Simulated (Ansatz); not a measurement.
ZnS with Sb replacing Zn: gradients before and after relaxing the atoms

Start: a supercell of ZnS (space group P6_3mc) built from a COD entry, with all atoms left at the host's positions.

Space group P3m1 (No. 156); a = 7.6454, c = 12.5200 Å, γ = 120.00°.

```
site  Wyckoff  site symmetry       x       y       z
 Zn1       3d            .m.  0.8333  0.6667  0.0000
 Zn3       1b            3m.  0.3333  0.6667  0.0000
 Zn5       3d            .m.  0.8333  0.6667  0.5000
 Zn7       1b            3m.  0.3333  0.6667  0.5000
  Sb       1a            3m.  0.0000  0.0000  0.2500
Zn10       3d            .m.  0.0000  0.5000  0.2500
Zn13       3d            .m.  0.1667  0.8333  0.7500
Zn16       1c            3m.  0.6667  0.3333  0.7500
 S17       3d            .m.  0.8333  0.6667  0.1875
 S19       1b            3m.  0.3333  0.6667  0.1875
 S21       3d            .m.  0.8333  0.6667  0.6875
 S23       1b            3m.  0.3333  0.6667  0.6875
 S25       1a            3m.  0.0000  0.0000  0.4375
 S26       3d            .m.  0.0000  0.5000  0.4375
 S29       3d            .m.  0.1667  0.8333  0.9375
 S32       1c            3m.  0.6667  0.3333  0.9375
```

One atom of each set is listed.

The numbers come from a DFT calculation in Ansatz (PBE, plane waves and PAW, scalar-relativistic, collinear spin, 420 eV cutoff, Γ-centred 3×3×2 k-points, Fermi–Dirac smearing 0.01 eV). Start moments as typed (μB): 1 on each Sb, none on the rest.

The largest force at the start is 3.8 eV/Å. Relaxing the ions at fixed cell moves them by 0.707 Å at most (atom 25, S) and 0.172 Å rms.

| site | moved (Å) | first shell before | first shell after | V_zz before (10²¹ V/m²) | η before |
| --- | --- | --- | --- | --- | --- |
| Zn1 | 0.113 | 4 S at 2.34–2.35 Å | 4 S at 2.31–2.33 Å | 1.23 | 0.32 |
| Zn3 | 0.016 | 4 S at 2.34–2.35 Å | 4 S at 2.34 Å | 0.33 | 0.00 |
| Zn5 | 0.131 | 4 S at 2.34–2.35 Å | 4 S at 2.32–2.34 Å | 0.81 | 0.47 |
| Sb | 0.432 | 4 S at 2.34–2.35 Å | 4 S at 2.62–2.69 Å | 2.20 | 0.00 |
| Zn10 | 0.065 | 4 S at 2.34–2.35 Å | 4 S at 2.32–2.36 Å | 1.20 | 0.45 |
| Zn13 | 0.043 | 4 S at 2.34–2.35 Å | 4 S at 2.34 Å | 0.21 | 0.32 |
| Zn16 | 0.060 | 4 S at 2.34–2.35 Å | 4 S at 2.27–2.30 Å | 0.051 | 0.00 |
| S17 | 0.188 | 3 Zn at 2.34–2.35 Å, 1 Sb at 2.34 Å | 3 Zn at 2.31–2.32 Å, 1 Sb at 2.69 Å | 1.33 | 0.26 |
| S19 | 0.024 | 4 Zn at 2.34–2.35 Å | 4 Zn at 2.34 Å | -0.39 | 0.00 |
| S21 | 0.071 | 4 Zn at 2.34–2.35 Å | 4 Zn at 2.30–2.34 Å | 0.38 | 0.39 |
| S25 | 0.707 | 3 Zn at 2.34 Å, 1 Sb at 2.35 Å | 3 Zn at 2.32 Å, 1 Sb at 2.62 Å | 0.92 | 0.00 |
| S26 | 0.054 | 4 Zn at 2.34–2.35 Å | 4 Zn at 2.34–2.36 Å | -0.46 | 0.39 |
| S29 | 0.051 | 4 Zn at 2.34–2.35 Å | 4 Zn at 2.33–2.34 Å | 0.31 | 0.16 |
| S32 | 0.015 | 4 Zn at 2.34–2.35 Å | 4 Zn at 2.27–2.31 Å | 0.17 | 0.00 |

Question: How do the gradients change?

Answer: 

```
site  V_zz after  η after  change of V_zz
 Zn1        0.93     0.74           -0.30
 Zn3       -0.11     0.00           -0.44
 Zn5       -2.16     0.73               –
  Sb       16.05     0.00          +13.85
Zn10       -1.16     0.69               –
Zn13        0.50     0.90               –
Zn16       -0.99     0.00           -1.04
 S17       -1.14     0.65           -2.47
 S19       0.063     0.00           +0.45
 S21       -1.66     0.11           -2.04
 S25       -4.93     0.00           -5.85
 S26        1.09     0.14               –
 S29       -0.28     0.73           -0.59
 S32       -1.43     0.00           -1.60
```

The largest change of V_zz along a kept axis is on Sb, from 2.20 to 16.05. Small gradients that grow severalfold: S21 (0.38 to -1.66), S32 (0.17 to -1.43). Where |V_zz| stays above 0.1 and the axes keep their order, η moves most on S29, from 0.16 to 0.73. V_zz changes sign on S17 (axis turned by 27°), S25 (same axis), S19 (same axis), S21 (axis turned by 40°), Zn3 (same axis), S29 (same axis), S32 (same axis), Zn16 (same axis) and 1 more site (not all in the table). On Zn10, Zn5, S26, Zn13 the largest principal value lies along another axis in the second run, so the two V_zz can't be compared directly. The table leaves out 2 of the 16 sites, with |V_zz| up to 0.39; their tensors move by 0.25 at most along any direction. The statements above cover all sites. The electronic state changes along with the positions (absolute moment from 0.3 to 1.0 μB), so the changes aren't those of geometry alone. The host's own positions weren't relaxed first, so part of the change far from the defect can be the host's relaxation.

The defect repeats with the cell of 32 atoms, so it feels its images: sites between two images don't show the values beside a lone defect, and zeros or small values of η there can come from the images' arrangement. S and Zn carry a gradient in the pure host already, so the values there aren't the defect's effect alone. The defect cell has no gap above 0.1 eV on its mesh, so the values can hang on the smearing and the k-mesh. Without spin–orbit coupling (the program notes it for Sb) the gradients can shift somewhat, as the gap is small. With these PAW files V_zz is typically within 2 to 3 % of all-electron values, but misses above 10 % occur on Sb. The run lost most of its start moments on Sb; a state with other moments may lie lower.
Before: The cell keeps the host's lattice, where the PBE pressure is 5 GPa. The neighbours have not yet relaxed around the defect (largest force 3.8 eV/Å), so the values at and beside it are those of a strained start, not of the defect in a real crystal.
After: The relaxation keeps the site symmetry 3m of the start, so the impurity can move only along its axis; a distortion that would localise the partly filled state isn't explored.
